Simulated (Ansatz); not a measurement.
CdS (rock salt, space group No. 225), a = 5.453 Å, b = 5.453 Å, c = 5.453 Å, α = 90.00°, β = 90.00°, γ = 90.00°; the cell used has 2 atoms.

Relaxed with r²SCAN. r²SCAN in the plane-wave PAW code Ansatz gives a gap of 0.75 eV.

**Question.** What gap does HSE06 give on the same cell (Ansatz, PAW)?

**Answer.** 1.23 eV, 0.48 eV more. The hybrid was solved on a coarser mesh and at special points; its gap is the smallest among all of these.

```tsv
k	v1 r²SCAN	c1 r²SCAN	v1 HSE06	c1 HSE06
Γ	-0.78	1.60	(withheld)	(withheld)
X	-2.21	0.75	-2.33	1.23
L	0.00	4.04	(withheld)	(withheld)
W	-2.81	3.89	(withheld)	(withheld)
K	-1.43	2.60	(withheld)	(withheld)
```

**Question.** Top valence (v1) and lowest conduction level (c1) in eV from each method's valence maximum (which need not be a listed point): supply the withheld HSE06 values.

**Answer.** 
- L, v1 HSE06: -0.01
- L, c1 HSE06: 4.41
- K, v1 HSE06: -1.52
- K, c1 HSE06: 3.13
- Γ, v1 HSE06: -0.79
- Γ, c1 HSE06: 1.98
- W, v1 HSE06: -2.94
- W, c1 HSE06: 4.52

Cost on shared cores: the r²SCAN run (SCF on a 9×9×9 mesh, then bands and DOS) roughly 29 core-seconds, the HSE06 run (SCF on 7×7×7, then a few points) about 3 core-minutes (a rough figure); the tasks are unlike.

Space group Fm-3m (rock salt). This is a known high-pressure phase of the composition, computed here at zero pressure and temperature. The r²SCAN relaxation kept the symmetry of its start; phonons on a q-mesh show no instability. Spin–orbit coupling is left out wherever it is not named.

Potentials: the later of the program's two PAW sets.
